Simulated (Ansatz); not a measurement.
From the elastic tensor of Al5GaP6 to moduli and sound speeds

Computed with DFT PBE, scalar-relativistic, plane waves, PAW (Ansatz 0.2.0). Settings: 420 eV plane-wave cutoff, Γ-centred 6×6×4 mesh, fixed occupations. No spin polarisation.

Space group P31m (No. 157), trigonal, a = 6.732 Å, c = 6.386 Å. Al on a site of symmetry m is surrounded by 4 P at 2.38–2.39 Å; around Al on a site of symmetry 3 lie 4 P at 2.38–2.39 Å; Ga is surrounded by 4 P at 2.39–2.40 Å; P on a site of symmetry m has 3 Al at 2.38–2.39 Å and 1 Ga at 2.39 Å; around P on a site of symmetry 3 lie 4 Al at 2.38–2.39 Å; P on a site of symmetry 3m has 3 Al at 2.38 Å and 1 Ga at 2.40 Å.

It was reached by relaxing an invented guess, and it needn't be the stable form of this composition.

Relaxed-ion constants (GPa, on the Cartesian axes of the calculation):
```
149.3  54.6  39.3   0.0  -0.2   0.0
 54.6 149.3  39.3   0.0   0.2   0.0
 39.3  39.3 169.3   0.0   0.0   0.0
  0.0   0.0   0.0  38.1   0.0   0.2
 -0.2   0.2   0.0   0.0  38.1   0.0
  0.0   0.0   0.0   0.2   0.0  47.4
```

Density 2.587 g/cm³; 12 atoms in 250.65 Å³.

With S = C⁻¹: B_V = (C11+C22+C33+2(C12+C13+C23))/9, G_V = (C11+C22+C33−C12−C13−C23+3(C44+C55+C66))/15, 1/B_R = S11+S22+S33+2(S12+S13+S23), 15/G_R = 4(S11+S22+S33−S12−S13−S23)+3(S44+S55+S66); Hill is their mean. Then v_l = √((B+4G/3)/ρ), v_t = √(G/ρ), v_m = [(2/v_t³+1/v_l³)/3]^(−1/3) and Θ = (ħ/k_B)·v_m·(6π²n/V)^(1/3) for n atoms in the volume V; E = 9BG/(3B+G), ν = (3B−2G)/(2(3B+G)) and A^U = 5G_V/G_R + B_V/B_R − 6.

```
Bulk modulus, Voigt / Reuss / Hill          : 81.6 / 81.6 / 81.6 GPa
Shear modulus, Voigt / Reuss / Hill         : 47.0 / 45.3 / 46.2 GPa
Young's modulus                             : 117 GPa
Poisson ratio                               : 0.262
Pugh ratio B/G                              : 1.77 (over 1.75, the rule of thumb for ductile)
Universal anisotropy index                  : 0.19
Longitudinal and transverse sound speeds    : 7439 and 4225 m/s
Debye temperature from the mean sound speed : 508 K
```
